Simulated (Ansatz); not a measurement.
## TiO₂: gradients before and after relaxing the atoms

Start: a structure deposited in the COD, taken as it stands.

Space group Pbca (No. 61); a = 5.1710, b = 9.2110, c = 5.4720 Å.

| site | Wyckoff | site symmetry | x | y | z |
| --- | --- | --- | --- | --- | --- |
| Ti | 8c | 1 | 0.1372 | 0.1290 | 0.9001 |
| O9 | 8c | 1 | 0.8169 | 0.0098 | 0.8516 |
| O17 | 8c | 1 | 0.4634 | 0.2322 | 0.8883 |

One atom of each set is listed.

Method: Kohn–Sham DFT in Ansatz, PBE, plane waves and PAW (field gradients read without the response of the frozen cores, which leaves them typically 4 to 6 % off), scalar-relativistic, 420 eV cutoff, Γ-centred 5×3×5 k-points, Fermi–Dirac smearing 0.02 eV.

The largest force at the start is 0.17 eV/Å. Relaxing the ions at fixed cell moves them by 0.033 Å at most (atom 8, Ti) and 0.026 Å rms.

```json
{"site": "Ti", "moved (Å)": "0.033", "first shell before": "6 O at 1.88–2.05 Å", "first shell after": "6 O at 1.86–2.08 Å", "V_zz before (10²¹ V/m²)": "-1.74", "η before": "0.92"}
{"site": "O9", "moved (Å)": "0.003", "first shell before": "3 Ti at 1.88–2.00 Å", "first shell after": "3 Ti at 1.86–2.02 Å", "V_zz before (10²¹ V/m²)": "2.12", "η before": "0.87"}
{"site": "O17", "moved (Å)": "0.031", "first shell before": "3 Ti at 1.94–2.05 Å", "first shell after": "3 Ti at 1.92–2.08 Å", "V_zz before (10²¹ V/m²)": "-2.50", "η before": "0.92"}
```

Problem. What are V_zz and η after the relaxation?

Solution. 

```tsv
site	V_zz after	η after	change of V_zz
Ti	2.01	0.94	–
O9	2.12	0.85	0.00
O17	-2.53	0.83	-0.03
```

The largest change of V_zz along a kept axis is on O17, from -2.50 to -2.53. The whole tensor moves most on Ti, by 0.40 along its most changed direction. In per cent, |V_zz| changes by 0 to +1 on O (all sites that start above 0.5, bar those whose gradient vanishes or changes sign or whose main axis turns by over 40°). On Ti the largest principal value lies along another axis in the second run, so the two V_zz can't be compared directly.
